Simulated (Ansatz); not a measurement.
A geometry of SnO away from equilibrium: step 2 of the relaxation of a randomly generated symmetric cell of SnO (space group No. 73). The numbers are results of r2SCAN (plane waves to 500 eV, PAW, scalar-relativistic; Ansatz, a program for electronic structure), not measurements. Γ-centred k-mesh 6×6×6 on the run's cell (coarser than for final values), Fermi–Dirac smearing 0.05 eV. The plane waves were selected for a different cell earlier on the path.

```
CELL_PARAMETERS angstrom
     -2.81185     3.19050     4.07819
      2.81185    -3.19050     4.07819
      2.81185     3.19050    -4.07819
ATOMIC_POSITIONS crystal
  O  0.25000 0.13127 0.88127
  O  0.75000 0.36873 0.61873
  O  0.75000 0.86873 0.11873
  O  0.25000 0.63127 0.38127
  Sn 0.14036 0.39036 0.75000
  Sn 0.35964 0.10964 0.25000
  Sn 0.85964 0.60964 0.25000
  Sn 0.64036 0.89036 0.75000
```

Question: Give the Cartesian forces on all atoms (eV/Å).

Answer: 
```
atom     Fx    Fy     Fz
----  -----  ----  -----
O1    -0.46  0.00   0.00
O2     0.46  0.00   0.00
O3     0.46  0.00   0.00
O4    -0.46  0.00   0.00
Sn5    0.00  0.00  -0.35
Sn6    0.00  0.00   0.35
Sn7    0.00  0.00   0.35
Sn8    0.00  0.00  -0.35
```

The path ends in P4/nmm (No. 129) (AFLOW prototype AB_tP4_129_a_c (B10, as in PbO)). No spin polarisation in the result.

The run could not lose the symmetry of its start.

The first start was generated by a random draw of sites in a space group. A measured structure of SnO has the same space group, P4/nmm (No. 129); the sites were not compared with it.
